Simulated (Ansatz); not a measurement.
The elements of this relaxed trial crystal are hidden behind letters.

```
lattice vectors (Å)
   5.8605    0.0000    0.0000
   0.0000    5.8605    0.0000
   0.0000    0.0000    2.9444
fractional positions
X 0.0000 0.5000 0.0000
X 0.5000 0.0000 0.0000
X 0.0000 0.0000 0.0000
Z 0.5000 0.5000 0.0000
```

Level of theory: Ansatz, DFT PBE, scalar-relativistic, plane waves, PAW. The final run on the 4-atom cell used 420 eV, a Γ-centred 8×8×16 mesh, 0.10 eV smearing and no spin polarisation.

```
Space group                               : P4/mmm (No. 123)
Conventional cell                         : a = 5.861 Å, c = 2.944 Å
Volume per atom                           : 25.28 Å³
Density                                   : 2.49 g/cm³
Formation energy                          : +0.07 eV/atom
Gap on the 8×8×16 mesh of the 4-atom cell : 0 eV (a metal)
```

Energies are uncorrected and count from the elements' standard states at the same level.

Question: X is an s-block element of period 3 and Z is a p-block element of period 4. Which elements are they?

Answer: X = Mg, Z = Se, so the formula is Mg3Se. Density times volume gives a mean mass of 2.49 × 25.28/1.6605 = 37.9 u per atom, and this set has 38.0 u. Among the elements that the hints allow, noble gases aside, only these give it. Mg on a site of symmetry mmm is surrounded by 2 Se at 2.93 Å and 4 Mg at 2.93–2.94 Å; Mg on a site of symmetry 4/mmm has 6 Mg at 2.93–2.94 Å; around Se lie 4 Mg at 2.93 Å and 2 Se at 2.94 Å.

Symmetry constrained the relaxation, so the result can be a saddle point.
